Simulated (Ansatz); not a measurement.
Theory: Ansatz, DFT PBE, scalar-relativistic, plane waves, PAW.

Levels along Γ–X–M–Γ–R–X | R–M, in eV from the Fermi level, sorted by energy at each point. Points in fractions of the primitive reciprocal vectors: Γ (0.000 0.000 0.000), X (0.000 0.500 0.000), M (0.500 0.500 0.000), R (0.500 0.500 0.500).
```
point  k (1/Å, with 2π)  band 7  band 8  band 9  band 10  band 11  band 12  band 13
    Γ             0.000   -2.98   -0.85   -0.85    -0.85     5.91     5.91     5.91
    -             0.157   -2.95   -0.90   -0.90    -0.84     5.00     6.05     6.05
    -             0.315   -2.87   -1.04   -1.04    -0.83     3.47     6.44     6.44
    -             0.472   -2.76   -1.23   -1.23    -0.80     2.07     7.04     7.04
    -             0.629   -2.63   -1.42   -1.42    -0.78     1.04     7.82     7.82
    -             0.787   -2.50   -1.58   -1.58    -0.76     0.47     8.40     8.73
    -             0.944   -2.42   -1.69   -1.69    -0.74     0.23     8.34     9.74
    X             1.101   -2.38   -1.73   -1.73    -0.73     0.17     8.32    10.49
    -             1.259   -2.36   -1.76   -1.72    -0.78     0.17     7.95     9.69
    -             1.416   -2.30   -1.87   -1.69    -0.90     0.16     7.05     8.07
    -             1.573   -2.21   -2.03   -1.65    -1.06     0.13     5.97     6.35
    -             1.731   -2.23   -2.15   -1.60    -1.23     0.08     4.78     4.96
    -             1.888   -2.45   -2.17   -1.56    -1.38    -0.03     3.50     4.15
    -             2.046   -2.63   -2.37   -1.53    -1.48    -0.17     2.66     3.63
    M             2.203   -2.71   -2.71   -1.51    -1.51    -0.24     2.38     3.45
    -             2.425   -2.74   -2.18   -1.50    -1.48    -0.07     2.74     3.95
    -             2.648   -2.81   -1.94   -1.45    -1.39     0.41     3.00     5.82
    -             2.871   -2.88   -1.86   -1.36    -1.25     1.18     3.21     8.28
    -             3.093   -2.93   -1.67   -1.22    -1.11     2.21     3.61     8.11
    -             3.316   -2.88   -1.27   -1.05    -0.97     3.49     4.33     6.95
    -             3.538   -2.94   -0.96   -0.91    -0.88     4.94     5.31     6.18
    Γ             3.761   -2.98   -0.85   -0.85    -0.85     5.91     5.91     5.91
    -             4.033   -2.95   -0.98   -0.94    -0.94     5.05     5.05     5.67
    -             4.306   -2.87   -1.31   -1.20    -1.20     3.92     3.92     5.24
    -             4.578   -2.81   -1.67   -1.53    -1.53     3.17     3.17     4.97
    -             4.851   -3.03   -1.74   -1.52    -1.52     2.78     2.78     4.82
    -             5.123   -3.47   -1.09   -1.09    -1.07     2.58     2.58     4.58
    -             5.396   -3.83   -0.51   -0.51     0.71     2.42     2.42     4.18
    R             5.668   -3.95   -0.20   -0.20     2.32     2.32     2.32     4.07
    -             5.891   -3.86   -0.50   -0.35     1.44     1.67     2.80     4.14
    -             6.114   -3.58   -1.04   -0.99     0.55     0.58     3.88     4.83
    -             6.336   -3.17   -1.56   -1.54    -0.32     0.29     5.25     5.76
    -             6.559   -2.67   -1.93   -1.43    -0.97     0.21     6.21     6.78
    -             6.781   -2.20   -2.19   -1.41    -1.09     0.17     6.87     8.36
    -             7.004   -2.34   -1.85   -1.65    -0.82     0.17     7.74     9.80
    X             7.226   -2.38   -1.73   -1.73    -0.73     0.17     8.32    10.49
    R             7.226   -3.95   -0.20   -0.20     2.32     2.32     2.32     4.07
    -             7.384   -3.92   -0.42   -0.20     1.98     1.98     2.35     3.96
    -             7.541   -3.81   -0.96   -0.21     1.27     1.27     2.39     3.78
    -             7.698   -3.64   -1.61   -0.22     0.51     0.51     2.41     3.64
    -             7.856   -3.41   -2.21   -0.23    -0.20    -0.20     2.41     3.55
    -             8.013   -3.14   -2.69   -0.81    -0.81    -0.23     2.40     3.49
    -             8.170   -2.85   -2.85   -1.30    -1.30    -0.24     2.38     3.46
    M             8.328   -2.71   -2.71   -1.51    -1.51    -0.24     2.38     3.45
```

The cell has space group Pm-3m, 2 atoms and 20 electrons in the valence of the PAW potentials, and holds 2 elements, among them Al; it is relaxed at this level.

Cutoff 420 eV, k mesh 20×20×20. No spin polarisation.

Which material gives these bands?

AlCo, conventional cell a = 2.852 Å (cubic). Other compounds weren't ruled out.

Spin polarisation was left out, and a magnetic state may lie lower.

It was relaxed from a Materials Project cell.
